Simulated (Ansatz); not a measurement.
GeRh (P-6m2), relaxed with PBE (Ansatz, a first-principles code, plane waves, PAW): a = b = 3.6397 Å, c = 2.8388 Å, α = β = 90.00°, γ = 120.00°.

| Property | Result |
|---|---|
| ΔH_f (eV/atom) | -0.42 |
| B₀ by P(V) fit (GPa) | 152 |

The same phase is relaxed and computed with r²SCAN in the same code. What are the cell and these values now?

a = b = 3.6109 Å, c = 2.8101 Å, α = β = 90.00°, γ = 120.00°.

ΔH_f (eV/atom): -0.43
B₀ by P(V) fit (GPa): 169

Constructed cells (a structure type filled with these elements, in neither database checked): GeRh, P-6m2 (Rh on 1a, Ge on 1f). All cells were relaxed under the symmetry of their starts (and spin orders); stability against distortions was not tested throughout. Rows with no word on spin ran without spin polarisation. Scalar-relativistic: spin–orbit coupling is off unless named, which matters more the heavier the elements.

Potentials: the later of the program's two PAW sets.

Ansatz is a plane-wave DFT program.

Formation energies count from the lowest solids of the elements computed at the same level, not from gases.
